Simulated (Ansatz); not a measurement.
Ansatz (a program for electronic structure) input:

Ansatz 0.2 input:
```yaml
crystal:
  lattice:
    - [6.23416254, 0.0, 0.0]
    - [0.0, 3.2172331342, 0.0]
    - [0.0, 0.0, 5.3633693586]
  atoms:
    - { symbol: B, position: [0.1626121261, 0.25, 0.3996931998] }
    - { symbol: B, position: [0.3373878739, 0.75, 0.8996931998] }
    - { symbol: B, position: [0.8373878739, 0.75, 0.6003068002] }
    - { symbol: B, position: [0.6626121261, 0.25, 0.1003068002] }
    - { symbol: P, position: [0.8385135829, 0.25, 0.3923568057] }
    - { symbol: P, position: [0.6614864171, 0.75, 0.8923568057] }
    - { symbol: P, position: [0.1614864171, 0.75, 0.6076431943] }
    - { symbol: P, position: [0.3385135829, 0.25, 0.1076431943] }
kpoints:
  mp_grid: { grid: [5, 9, 5] }
hamiltonian:
  xc: r2scan
  dispersion: d4
  pseudopotentials: { kind: paw }
scf:
  occupations: { method: fixed }
checkpoint: { read: static.run }
output: { bader: true, populations: true }
```

Output (shortened):

```
Pseudopotential: B, paw, valence charge 3
Pseudopotential: P, paw, valence charge 5
Functional definition: r2SCAN
Crystal: 8 atoms, lattice volume = 107.572 Å³
Basis set: ecut = 500 eV, 2711 PW (Γ), exchange–correlation on 192×96×160 points (64 copies of the dense FFT grid, shifted against one another)
Bands: 24, of which v1, the nominal top of the filled ones, is band 16 counted from 1 (15 counted from 0)
Symmetry: 8 space group operations
Space group: Pnma (ITA 62), of the structure as read, at distance tolerance 4.8e-5 Å
k-points: 45 of 225
Stability of the state it starts from, as read at its close in the unpolarized treatment …
iter 1 solved again at ethr=3.41e-7 eV; its pass at ethr=3.10e-3 eV (dr2=1.09e-4 eV) is discarded
SCF iter   1: F=—  HF=-3665.306971 eV  |F-HF|=—  |Δ(HF+E_count)|=         —  Δρ=6.13e-7  dr2=3.28e-10  dr2_τ=1.71e-11  ethr=3.41e-7  ⟨swp⟩=3.8  Hψ=8251  notcnv=0  defer=270
preconditioner: auto → none
SCF iter   2: F=—  HF=-3665.306971 eV  |F-HF|=—  |Δ(HF+E_count)|=   4.33e-7  Δρ=3.43e-7  dr2=2.07e-10  dr2_τ=1.46e-11  ethr=1.02e-12  ⟨swp⟩=14.2  Hψ=7842  notcnv=0
SCF iter   3: F=-3665.306971 eV  HF=-3665.306971 eV  |F-HF|=7.73e-12  |Δ(HF+E_count)|=  3.82e-11  Δρ=1.84e-7  dr2=4.12e-11  dr2_τ=2.66e-12  ethr=1.00e-12  ⟨swp⟩=1.0  Hψ=2564  notcnv=0
SCF 1 converged in 3 iterations: F = -3665.306971 eV  dr2 = 4.12e-11
SCF converged after 3 iterations
Free energy (F): -3665.306971 eV
Harris-Foulkes:  -3665.306971 eV  (|F-HF|=7.73e-12)
Internal energy: -3665.306971 eV  (E = F + TS)
E sigma→0 (E₀):  -3665.306971 eV
Fermi energy:    7.835537 eV
--- Per-component energies (eV) ---
  E_band       = 21.353862
  E_kinetic    = 484.840438
  E_local      = -481.938005  (includes V_loc(G=0)·N_el)
  E_nonlocal   = 177.351292
  E_hartree    = 147.270449
  E_xc         = -362.872598
  E_vxc        = -431.105295  (∫ρ·V_xc dr)
  E_paw        = -2623.358997  (= ΣΔE_a)
  E_vpaw       = -42.513042  (= ΣTr[D̂ρ^β])
  E_aug_tail   = -0.000004  (compensation charges beyond the density's cutoff)
  E_vtau       = 20.177670  (kinetic-family band-sum trace: ∫τ·v_τ [+ j·A + Jᵃ·Aᵃ] dr)
  E_ewald      = -1005.219313
  E_disp       = -0.943097  (pairwise vdW)
  E_core_change = -0.437137  (= ΣΔE_core)
  E_smearing   =  0.000000  (= −TS)
  E_closure    =  0.000000  (closes the sum)
  Σ components = -3665.306971   (vs F -3665.306971, Δ=0.00e0)
  [band-id]    e_kinetic+e_local+e_nonlocal+2·e_hartree+e_vxc+e_vpaw+e_augmentation_tail+e_vtau = 21.353953   (vs E_band 21.353862, Δ=9.13e-5)
--- Band table (eV; the first three rows and the last of 45) ---
  k-point 0: bands = ["-8.6958", "-6.7905", "-5.5950", "-3.4926", "-0.9616", "-0.5420", "0.7878", "1.4267", "2.1098", "2.9444", "4.5984", "5.4400", "6.5252", "6.6763", "7.0472", "7.8355", "9.0587", "9.6368", "9.6912", "10.9302", "11.6625", "11.9610", "12.6086", "12.9270"]
  k-point 1: bands = ["-8.5612", "-7.0506", "-5.4315", "-3.6267", "-1.7491", "0.0131", "0.8372", "1.8955", "3.0223", "3.0667", "4.3865", "5.5936", "5.9136", "6.1044", "6.7358", "7.4613", "9.1203", "9.4865", "9.6034", "11.2738", "11.4354", "12.1052", "13.0277", "13.3248"]
  k-point 2: bands = ["-8.1772", "-7.6166", "-4.9565", "-4.2472", "-1.6794", "-0.9745", "2.6262", "3.1258", "3.4124", "3.9063", "4.3434", "4.4342", "4.7892", "5.7716", "6.0396", "6.7191", "9.1532", "9.3829", "9.8845", "10.6666", "12.1681", "12.4911", "12.9952", "13.3610"]
  k-point 44: bands = ["-5.6078", "-5.4359", "-4.5480", "-4.4046", "-1.6674", "-1.4591", "-0.7206", "-0.4940", "2.4221", "2.9211", "3.3792", "3.6555", "3.8531", "4.3333", "4.6834", "5.0407", "10.1007", "10.4761", "11.0278", "11.2597", "11.6685", "12.2038", "12.7971", "12.9262"]
--- Löwdin populations: 8 sites ---
  site symbol       q [e]
     0      B      3.6727
     1      B      3.6727
     2      B      3.6727
     3      B      3.6727
     4      P      4.2441
     5      P      4.2441
     6      P      4.2441
     7      P      4.2441
  spilling = 0.010406 (of n_electrons = 32.000000)
--- Bader charges: 8 sites ---
  site symbol  charge [e]  shift [e]
     0      B      0.6392     0.0046
     1      B      0.6391     0.0046
     2      B      0.6391     0.0046
     3      B      0.6391     0.0046
     4      P     -0.6391     0.0046
     5      P     -0.6391     0.0046
     6      P     -0.6392     0.0046
     7      P     -0.6391     0.0046
  shift: an alarm, by how much a part of what the PAW files miss would move the charge. Where it is large, compare
  with a run on PAW files of another source; a small one proves nothing
  estimated error of the sums over rays = 3.7e-4 e
```

Cost: around 3 core-minutes (rough) on shared cores.

The start of the workflow was typed in or built on a structure type; neither database checked (COD, Materials Project) lists it. It is not the phase usual at ambient conditions (space group No. 216). The cell was relaxed with r²SCAN+D4 under the symmetry of its start; its stability against distortions is not shown here. The volume moved by 25 % from the start of the relaxation.

Potentials: the later of the program's two PAW sets.

Ansatz is a plane-wave DFT program.
